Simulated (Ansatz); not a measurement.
TaAlB:
```
TaAlB
1.0
    1.65978    -7.28241     0.00000
    1.65978     7.28241     0.00000
    0.00000     0.00000     3.08816
Al B Ta
2 2 2
Direct
  0.70119   0.29881   0.25000
  0.29881   0.70119   0.75000
  0.46888   0.53112   0.75000
  0.53112   0.46888   0.25000
  0.08903   0.91097   0.75000
  0.91097   0.08903   0.25000
```

Relaxed with r²SCAN. Special points in fractions of this cell's reciprocal vectors: Γ (0.000, 0.000, 0.000); Y (-0.500, 0.500, 0.000); C0 (-0.263, 0.737, 0.000); Σ0 (0.263, 0.263, 0.000); Z (0.000, 0.000, 0.500); A0 (0.263, 0.263, 0.500); E0 (-0.263, 0.737, 0.500); T (-0.500, 0.500, 0.500); S (0.000, 0.500, 0.000); R (0.000, 0.500, 0.500).

Task: List the band energies nearest the Fermi level at these points for r²SCAN (plane waves, PAW; program Ansatz).

Result: In eV from the Fermi level; about four levels below and three above (degenerate sets whole), none deeper than 8.9 eV; points with the same levels are listed once.

| k | below | above |
|---|---|---|
| Γ | -3.60 -3.33 -2.83 -2.54 | 0.37 1.76 2.42 |
| Y | -3.59 -3.05 -2.95 -1.66 | 1.23 1.51 2.21 |
| C0 | -4.33 -3.33 -1.81 -0.57 | 0.12 0.85 2.04 |
| Z | -3.28 -3.28 -2.52 -2.52 | 1.20 1.20 1.43 1.43 |
| A0 | -1.68 -1.68 -1.17 -1.17 | 3.49 3.49 3.67 3.67 |
| T | -3.26 -3.26 -3.12 -3.12 | 1.19 1.19 1.40 1.40 |
| S | -4.33 -3.44 -1.75 -0.57 | 0.11 0.84 1.88 |
| R | -1.67 -1.67 -1.13 -1.13 | 3.43 3.43 3.62 3.62 |

Space group Cmcm. The start of the workflow was typed in or built on a structure type; neither database checked (COD, Materials Project) lists it. Its standing as an ambient phase is unchecked. The r²SCAN relaxation kept the symmetry of its start; its stability against distortions is not shown here. No spin polarisation was allowed. Spin–orbit coupling is left out wherever it is not named.

Potentials: the earlier of the program's two PAW sets. The files were generated under PBE; for other functionals the program regenerates the frozen cores, and for LDA and PBEsol the local potential too.
